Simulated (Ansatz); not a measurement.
**Two states of LiGdSn2**

```
CELL_PARAMETERS angstrom
0.00000 5.34749 0.00000
5.34749 0.00000 0.00000
2.67374 2.67374 -6.17018
ATOMIC_POSITIONS crystal
Li 0.50000 0.50000 0.00000
Li 0.25000 0.75000 0.50000
Gd 0.00000 0.00000 0.00000
Gd 0.75000 0.25000 0.50000
Sn 0.22340 0.22340 0.55320
Sn 0.97340 0.47340 0.05320
Sn 0.52660 0.02660 0.94680
Sn 0.77660 0.77660 0.44680
```

Single point in Ansatz 0.2.0 with PBE. Cutoff 420 eV, PAW datasets, 5×5×5 Γ-centred k mesh, methfessel-paxton filling (width 0.0191 eV).

State A: Gd3 up, Gd4 up (collinear spin). State B: Gd3 up, Gd4 down (collinear spin).

Problem. Compare the two self-consistent states.

Solution. They are level within 1 meV an atom.

| state | free energy (meV/atom) | largest moment in a small sphere (μB) | net moment (μB/cell) | gap on mesh (eV) | pressure (GPa) | largest force (eV/Å) |
| --- | --- | --- | --- | --- | --- | --- |
| A | 0.6 | 6.92 | 13.98 | metal | 22.1 | 0.99 |
| B | 0.0 | 6.99 | 0.33 | metal | 22.2 | 1.00 |

Origin: a known structure type with other elements, at an estimated volume, so it need not be a known compound. Caveats: atoms or cell far from equilibrium; f shells without a U or exact exchange are poorly placed.
